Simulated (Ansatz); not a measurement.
AlRu, first-principles data

AlRu:
```cif
data_Al4Ru4
_chemical_formula_sum 'Al4 Ru4'
_space_group_name_H-M_alt 'Cmcm'
_space_group_IT_number 63
_space_group_name_Hall '-C 2c 2'
_cell_length_a 2.94810
_cell_length_b 9.08506
_cell_length_c 4.08875
_cell_angle_alpha 90.000
_cell_angle_beta 90.000
_cell_angle_gamma 90.000
loop_
_space_group_symop_operation_xyz
  'x, y, z'
  '-x, -y, -z'
  '-x, -y, z+1/2'
  'x, y, -z+1/2'
  'x, -y, -z'
  '-x, y, z'
  '-x, y, -z+1/2'
  'x, -y, z+1/2'
  'x+1/2, y+1/2, z'
  '-x+1/2, -y+1/2, -z'
  '-x+1/2, -y+1/2, z+1/2'
  'x+1/2, y+1/2, -z+1/2'
  'x+1/2, -y+1/2, -z'
  '-x+1/2, y+1/2, z'
  '-x+1/2, y+1/2, -z+1/2'
  'x+1/2, -y+1/2, z+1/2'
loop_
_atom_site_label
_atom_site_type_symbol
_atom_site_symmetry_multiplicity
_atom_site_Wyckoff_symbol
_atom_site_fract_x
_atom_site_fract_y
_atom_site_fract_z
_atom_site_occupancy
Al1 Al 4 c 0.00000 0.40710 0.25000 1
Ru1 Ru 4 c 0.00000 0.13667 0.25000 1
```
(The calculation used a cell of 4 atoms; values per cell refer to that cell.)

Space group Cmcm (No. 63); conventional cell a = 2.948 Å, b = 9.085 Å, c = 4.089 Å, α = 90.00°, β = 90.00°, γ = 90.00°.

Method: PBEsol (plane waves, PAW; program Ansatz). The cell and atoms are relaxed at this level. Other levels are named where they apply.

Cell and energy:

* **Volume per atom**: 13.69 Å³
* **Density**: 7.77 g/cm³
* **Formation energy from the elements (no fitted shifts)**: -0.40 eV/atom

Electronic structure:

Electronic character: metallic (no gap)
Density of states at the Fermi level: 0.90 states/eV per atom (mean over ±0.08 eV)
Gap with spin–orbit coupling: none (metallic)

Mechanics:

- Bulk modulus (Birch–Murnaghan fit): 196 GPa
- Pressure derivative B′: 4.5

Phonons:

- Highest zone-centre frequency = 412 cm⁻¹
- Zone-centre stability = no imaginary mode at Γ

The start of the workflow was typed in or built on a structure type; neither database checked (COD, Materials Project) lists it. COD files the formula under space group No. 221. Whether it is the stable phase at ambient conditions was not checked. The PBEsol relaxation kept the symmetry of its start. The run is not spin-polarised. As this level gives no gap, phonon frequencies hold no LO–TO term and depend on the k-mesh and smearing (Fermi–Dirac, 0.1 eV here). Axis ratios of metals converge slowly with the k-mesh, so a and c are less sure than the volume. The references are the lowest solids computed at this level, not always the standard phases. Spin–orbit coupling is left out wherever it is not named.

Potentials: the earlier of the program's two PAW sets. The files were generated under PBE; for other functionals the program regenerates the frozen cores, and for LDA and PBEsol the local potential too.
